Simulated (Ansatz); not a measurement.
In r²SCAN (plane waves, PAW; program Ansatz), As in the diamond structure (Fd-3m) relaxes to a = 6.057 Å. As has 4 nearest neighbours from 2.62 Å (tetrahedral).

Electronic character: metallic (no gap). Gap from r²SCAN with spin–orbit coupling: none (metallic).

The bulk modulus is 487 kbar. The relaxed-ion elastic constants in GPa are C11 = 34.4, C12 = 58.0, C44 = -38.8.

The start of the workflow was typed in or built on a structure type; neither database checked (COD, Materials Project) lists it. It is not the phase usual at ambient conditions (space group No. 166). The r²SCAN relaxation kept the symmetry of its start. At this level the phase is mechanically unstable. As this level gives no gap, shear constants depend on the k-mesh and smearing (Fermi–Dirac, 0.1 eV here). Spin–orbit coupling is left out wherever it is not named.

Potentials: the later of the program's two PAW sets.
